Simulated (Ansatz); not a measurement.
## Profile along the N–W line in W3N4 (space group Pm-3m)

W$_{3}$N$_{4}$ (space group Pm-3m)

```
W3N4
1.0
    4.17923     0.00000     0.00000
    0.00000     4.17923     0.00000
    0.00000     0.00000     4.17923
N W
4 3
Direct
  0.50000   0.50000   0.50000
  0.50000   0.00000   0.00000
  0.00000   0.50000   0.00000
  0.00000   0.00000   0.50000
  0.50000   0.50000   0.00000
  0.00000   0.50000   0.50000
  0.50000   0.00000   0.50000
```

Fields along a shortest N–W line of a {100} plane (2.09 Å), from N to W, interpolated on the slice's grid (step about 0.2 Å). Calculation: PBEsol (plane waves to 420 eV, PAW, scalar-relativistic; Ansatz, an electronic-structure program). k mesh 11×11×11. These are valence fields of a PAW run, semicore shells included where kept as valence: close to a nucleus they are smooth pseudo fields. Spin-orbit coupling is left out, though W is heavy. W3N4 is run without spin polarisation. W3N4 was relaxed with its symmetry unable to fall.

| distance from N (Å) | valence electron density (e/Å³) | electron localisation function |
|---|---|---|
| 0.00 | 3.51 | x |
| 0.10 | 3.57 | x |
| 0.21 | 3.60 | x |
| 0.31 | 3.39 | x |
| 0.42 | 2.87 | 0.66 |
| 0.52 | 2.20 | 0.78 |
| 0.63 | 1.60 | 0.79 |
| 0.73 | 1.17 | 0.75 |
| 0.84 | 0.90 | 0.59 |
| 0.94 | 0.75 | 0.38 |
| 1.04 | 0.74 | 0.21 |
| 1.15 | 0.93 | 0.21 |
| 1.25 | 1.41 | 0.33 |
| 1.36 | 2.24 | 0.52 |
| 1.46 | 3.37 | 0.66 |
| 1.57 | 4.48 | 0.68 |
| 1.67 | 5.22 | 0.59 |
| 1.78 | 5.24 | x |
| 1.88 | 4.64 | x |
| 1.99 | 3.89 | x |
| 2.09 | 3.53 | x |

x: too close to a nucleus for the ELF to mean much.

Density on the N–W line (2.09 Å) at its density minimum, 1.0 Å from N: 0.72 e/Å³. ELF at that point: 0.3.
